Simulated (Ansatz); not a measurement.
TePt in space group Pmma (No. 51; Pt on 2e, Te on 2f), r²SCAN in the plane-wave PAW code Ansatz, all energies at zero smearing, with the estimated change up to a 700 eV cutoff added, with one set of potentials and settings (totals compare only within such a set). Cell of 4 atoms (2 Pt, 2 Te): -39063.518 eV.

```tsv
element	reference phase	E (eV/atom)
Pt	Fm-3m, 1 atoms in the cell	-12536.7848
Te	P3_121, 3 atoms in the cell	-6994.8235
```

Formation energy per atom, worked out: (-39063.518 − 2×(-12536.7848) − 2×(-6994.8235))/4 = -0.075 eV/atom (-7 kJ per mol of atoms), at 0 K, without zero-point energy or fitted corrections.

The start of the workflow was typed in or built on a structure type; neither database checked (COD, Materials Project) lists it. COD files the formula under space group No. 166, 194. Its standing as an ambient phase is unchecked. Symmetry was held in the r²SCAN relaxation; its stability against distortions is not shown here. No spin polarisation was allowed. The volume moved by 26 % from the start of the relaxation. The references are the lowest solids computed at this level, not always the standard phases. Scalar-relativistic: spin–orbit coupling is off unless named, which matters more the heavier the elements.

Potentials: the later of the program's two PAW sets.
